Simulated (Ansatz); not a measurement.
A relaxation of cell and atoms of TiSn3O8 on the sites of the rutile structure (relaxed group Cmmm) with the plane-wave code Ansatz, at the level PBE. The starting cell was estimated from covalent radii.

```yaml
crystal:
  lattice:
    - [3.41747647, -3.41747647, 0.0]
    - [3.41747647, 3.41747647, 0.0]
    - [0.0, 0.0, 6.50685067]
  atoms:
    - { symbol: Sn, position: [0.5, 0.5, 0.0] }
    - { symbol: Sn, position: [0.0, 0.0, 0.75] }
    - { symbol: O, position: [0.1940277, 0.1940277, 0.0] }
    - { symbol: O, position: [0.8059723, 0.8059723, 0.0] }
    - { symbol: O, position: [0.6940277, 0.3059723, 0.75] }
    - { symbol: O, position: [0.3059723, 0.6940277, 0.75] }
    - { symbol: Ti, position: [0.5, 0.5, 0.5] }
    - { symbol: Sn, position: [0.0, 0.0, 0.25] }
    - { symbol: O, position: [0.1940277, 0.1940277, 0.5] }
    - { symbol: O, position: [0.8059723, 0.8059723, 0.5] }
    - { symbol: O, position: [0.6940277, 0.3059723, 0.25] }
    - { symbol: O, position: [0.3059723, 0.6940277, 0.25] }
kpoints:
  mp_grid: { grid: [6, 6, 4] }
hamiltonian:
  xc: pbe
scf:
  occupations: { method: fermi_dirac, width: 0.02 }
relax:
  f_tol: 0.005
  cell: {}
```

In the abridged output below, numbers in square brackets stand for lines, or ends of lines, that were taken out.
```
Functional definition: PBE
Crystal: 12 atoms, lattice volume = 151.989 Å³
Basis set: ecut = 420 eV, 2977 PW (Γ)
Bands: 63, of which v1, the nominal top of the filled ones, is band 51 counted from 1 (50 counted from 0)
Symmetry: 8 space group operations
Space group: Cmmm (ITA 65)
k-points: 39 of 144
relax step 1: F+E_penalty+E_count = -25114.81426370 eV  max|allowed force component| = 1.305e0 eV/Å  Δτ_max = 0.0000 Å  P = -7.819 GPa  Ω = 151.989 Å³
--- Relaxed structure (8 steps of the walk, 8 accepted, 2 SCFs on fresh bases) ---
[1]
```

Problem. Fill in the blanks. They hold the relaxed structure.

Solution.
```
[1]
  F+E_penalty+E_count = -25115.33847099 eV   max|allowed force component| = 2.757e-3 eV/Å
  cell:  # Å, volume = 145.1946 Å³
    - [3.375428, -3.381252, 0.000000]
    - [3.375428, 3.381252, 0.000000]
    - [0.000000, 0.000000, 6.360834]
  atoms:
    - { symbol: Sn, position: [0.500000, 0.500000, 0.000000] }
    - { symbol: Sn, position: [0.000000, 0.000000, 0.745306] }
    - { symbol: O, position: [0.193790, 0.193790, 0.000000] }
    - { symbol: O, position: [0.806210, 0.806210, 0.000000] }
    - { symbol: O, position: [0.689641, 0.310359, 0.738361] }
    - { symbol: O, position: [0.310359, 0.689641, 0.738361] }
    - { symbol: Ti, position: [0.500000, 0.500000, 0.500000] }
    - { symbol: Sn, position: [0.000000, 0.000000, 0.254694] }
    - { symbol: O, position: [0.203086, 0.203086, 0.500000] }
    - { symbol: O, position: [0.796914, 0.796914, 0.500000] }
    - { symbol: O, position: [0.689641, 0.310359, 0.261639] }
    - { symbol: O, position: [0.310359, 0.689641, 0.261639] }
```
The trailing digits, and the zero of the energies, depend on the potentials and thresholds.

In 8 steps the volume changed by -4.5 %; between the first SCF and the last, each on a basis chosen for its cell, the energy fell by 43.7 meV an atom. Final cell: it is orthorhombic, Cmmm (No. 65); a = 6.751 Å, b = 6.763 Å, c = 6.361 Å in the conventional setting, 12.10 Å³ an atom. Sn is surrounded by 6 O at 2.07–2.10 Å; Sn is surrounded by 6 O at 2.08–2.10 Å; O is surrounded by 3 Sn at 2.07–2.08 Å; O is surrounded by 1 Ti at 1.99 Å and 2 Sn at 2.10 Å; Ti is surrounded by 6 O at 1.99–2.00 Å; O is surrounded by 1 Ti at 2.00 Å and 2 Sn at 2.08 Å.

Problem. What wall time did it need on 1 × NVIDIA H100 80GB HBM3 with 2 threads of AMD EPYC 7R13 Processor (Zen 3), on a shared host, load about 2.1 per core, and what peak of host memory did it reach?

Solution. About 50 s, with a peak of 1.2 GiB.

No spin polarisation. The prototype was imposed, so other structures may be more stable.
